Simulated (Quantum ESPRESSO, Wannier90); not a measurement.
## Ni$_{3}$Sn (Fm-3m), plane waves to Wannier functions

Cell from Materials Project (mp-11523), symmetrised, no further relaxation. COD (Crystallography Open Database) has the formula in 3 space groups, this one among them (matched by group alone). Method: PBEsol plane waves in Quantum ESPRESSO 7.5 (PseudoDojo norm-conserving files, 79 Ry, no spin polarisation, no spin-orbit coupling), Bloch states on a 4×4×4 mesh through Γ, Wannier90 4.0.1. Density: 12×12×12 mesh, cold smearing 0.01 Ry. A non-magnetic state is assumed; magnetic ones were not tried. Spin-orbit coupling is left out although heavy elements are present.

On the energy scale of pw.x, whose zero is arbitrary, the Fermi level lies at 18.30 eV.

Input w.win:

```
num_bands = 1
num_wann = 1
exclude_bands = 1-17,19-63
num_iter = 1000
conv_tol = 1.0e-6
conv_window = 4
write_hr = true
write_u_matrices = true
auto_projections = true
begin unit_cell_cart
ang
    0.0000000000    2.9323300000    2.9323300000
    2.9323300000    0.0000000000    2.9323300000
    2.9323300000    2.9323300000    0.0000000000
end unit_cell_cart
begin atoms_frac
Ni   0.5000000000  0.5000000000  0.5000000000
Ni   0.2500000000  0.2500000000  0.2500000000
Ni  -0.2500000000 -0.2500000000 -0.2500000000
Sn   0.0000000000  0.0000000000  0.0000000000
end atoms_frac
mp_grid = 4 4 4
begin kpoints
0.0000000000 0.0000000000 0.0000000000
0.0000000000 0.0000000000 0.2500000000
0.0000000000 0.0000000000 0.5000000000
... (61 more lines: the 4x4x4 mesh through Gamma)
end kpoints
```

Input of pw2wannier90.x that gives the overlap and projection files (equivalent; here they were cut from one run over all bands):

```
&inputpp
  outdir = './out'
  prefix = 'pwscf'
  seedname = 'w'
  write_amn = .true.
  write_mmn = .true.
  atom_proj = .true.
  atom_proj_exclude = 1 2 3 4 5 6 7 8 9 10 11 12 13 14 15 16 17 18 19 20 21 22 23 24 25 26 27 28 29 30 31 32 33 34 35 37 38 39
/
```

Output w.wout (banner and timings cut):

```
                                    ------
                                    SYSTEM
                                    ------

                              Lattice Vectors (Ang)
                    a_1     0.000000   2.932330   2.932330
                    a_2     2.932330   0.000000   2.932330
                    a_3     2.932330   2.932330   0.000000

                   Unit Cell Volume:      50.42763  (Ang^3)

                        Reciprocal-Space Vectors (Ang^-1)
                    b_1    -1.071364   1.071364   1.071364
                    b_2     1.071364  -1.071364   1.071364
                    b_3     1.071364   1.071364  -1.071364

 *----------------------------------------------------------------------------*
 |   Site       Fractional Coordinate          Cartesian Coordinate (Ang)     |
 +----------------------------------------------------------------------------+
 | ni   1   0.50000   0.50000   0.50000   |    2.93233   2.93233   2.93233    |
 | ni   2   0.25000   0.25000   0.25000   |    1.46616   1.46616   1.46616    |
 | ni   3  -0.25000  -0.25000  -0.25000   |   -1.46616  -1.46616  -1.46616    |
 | sn   1   0.00000   0.00000   0.00000   |    0.00000   0.00000   0.00000    |
 *----------------------------------------------------------------------------*
                                ------------
                                K-POINT GRID
                                ------------

             Grid size =  4 x  4 x  4      Total points =   64

 *---------------------------------- MAIN ------------------------------------*
 |  Number of Wannier Functions               :                 1             |
 |  Number of Objective Wannier Functions     :                 1             |
 |  Number of input Bloch states              :                 1             |
 |  Output verbosity (1=low, 5=high)          :                 1             |
 |  Timing Level (1=low, 5=high)              :                 1             |
 |  Optimisation (0=memory, 3=speed)          :                 3             |
 |  Length Unit                               :               Ang             |
 |  Post-processing setup (write *.nnkp)      :                 F             |
 |  Using Gamma-only branch of algorithms     :                 F             |
 *----------------------------------------------------------------------------*
 *------------------------------- WANNIERISE ---------------------------------*
 |  Total number of iterations                :              1000             |
 |  Number of CG steps before reset           :                 5             |
 |  Trial step length for line search         :             2.000             |
 |  Convergence tolerence                     :         0.100E-05             |
 |  Convergence window                        :                 4             |
 |  Iterations between writing output         :                 1             |
 |  Iterations between backing up to disk     :               100             |
 |  Write r^2_nm to file                      :                 F             |
 |  Write xyz WF centres to file              :                 F             |
 |  Write on-site energies <0n|H|0n> to file  :                 F             |
 |  Use guiding centre to control phases      :                 F             |
 |  Use phases for initial projections        :                 F             |
 *----------------------------------------------------------------------------*
 *-------------------------------- PLOTTING ----------------------------------*
 |  Plotting Hamiltonian in WF basis          :                 T             |
 *----------------------------------------------------------------------------*

       ... (k-mesh section left out)

 Starting a new Wannier90 calculation ...

 Reading overlaps from w.mmn

 Reading projections from w.amn

 *------------------------------- WANNIERISE ---------------------------------*
 +--------------------------------------------------------------------+<-- CONV
 | Iter  Delta Spread     RMS Gradient      Spread (Ang^2)            |<-- CONV
 +--------------------------------------------------------------------+<-- CONV

 ------------------------------------------------------------------------------
 Initial State
  WF centre and spread    1  (  0.000000, -0.000000,  0.000000 )     2.82972705
  Sum of centres and spreads (  0.000000, -0.000000,  0.000000 )     2.82972705

      0     0.283E+01     0.0000000000        2.8297270475  <-- CONV
        O_D=      0.0000000 O_OD=      0.0000000 O_TOT=      2.8297270 <-- SPRD
 ------------------------------------------------------------------------------
      1     0.000E+00     0.0000000001        2.8297270475  <-- CONV
        O_D=      0.0000000 O_OD=      0.0000000 O_TOT=      2.8297270 <-- SPRD
      2     0.000E+00     0.0000000001        2.8297270475  <-- CONV
        O_D=      0.0000000 O_OD=      0.0000000 O_TOT=      2.8297270 <-- SPRD
      3     0.000E+00     0.0000000001        2.8297270475  <-- CONV
        O_D=      0.0000000 O_OD=      0.0000000 O_TOT=      2.8297270 <-- SPRD
      4     0.000E+00     0.0000000001        2.8297270475  <-- CONV
        O_D=      0.0000000 O_OD=      0.0000000 O_TOT=      2.8297270 <-- SPRD
             <<<     Delta < 1.000E-06  over  4 iterations     >>>
             <<< Wannierisation convergence criteria satisfied >>>
 Final State
  WF centre and spread    1  (  0.000000, -0.000000,  0.000000 )     2.82972705
  Sum of centres and spreads (  0.000000, -0.000000,  0.000000 )     2.82972705

         Spreads (Ang^2)       Omega I      =     2.829727047
        ================       Omega D      =     0.000000000
                               Omega OD     =     0.000000000
    Final Spread (Ang^2)       Omega Total  =     2.829727047
```
